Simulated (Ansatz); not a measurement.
## Compressing Li2Pd: a fit and a missing row

Li2Pd, P6/mmm, a = 4.227 Å, c = 2.677 Å. The structure is a COD entry; whether it is the stable form wasn't checked. Ansatz: r2SCAN, PAW, 500 eV, Γ-centred 12×12×16 mesh on 3 atoms, Gaussian smearing 0.10 eV; no spin polarisation. Shape and atoms are relaxed at each volume; pressure is positive in compression.

| V (Å³/atom) | P (GPa) |
| --- | --- |
| 12.154 | ? |
| 12.568 | 5.95 |
| 12.982 | 3.64 |
| 13.397 | 1.67 |
| 13.811 | -0.01 |
| 14.225 | -1.44 |
| 14.640 | -2.68 |
| 15.192 | -4.06 |

Problem. Take V0 = 13.811 Å³/atom, count pressures from its P0 = -0.01 GPa, fit the third-order Birch–Murnaghan form to the other rows, and predict the missing pressure.

Solution. With the Eulerian strain f = ½[(V0/V)^(2/3) − 1] and y = (P − P0)/[3f(1 + 2f)^(5/2)], the form is the line y = B0 + 1.5 B0 (B0′ − 4) f. Rows (f, y): 0.03245, 52.3; 0.02107, 52.1; 0.01025, 51.9; -0.00975, 51.4; -0.01906, 51.5; -0.03078, 51.4. Means f = 0.0006967, y = 51.767; Σ(Δf)² = 0.003005, ΣΔfΔy = 0.04564; the slope is their ratio. y = 51.76 + 15.19 f GPa, so B0 = 51.8 GPa and B0′ = 4 + 2 × (15.19)/(3 × 51.76) = 4.20. At V = 12.154, f = 0.04447, y = 52.44 and P = 8.65 GPa. The run gave 8.65 GPa, the same to the digits shown.

Cost: 8 runs of about 12 core-minutes in all, on Intel Xeon Processor @ 2.50GHz (Skylake/Cascade Lake) (shared hosts).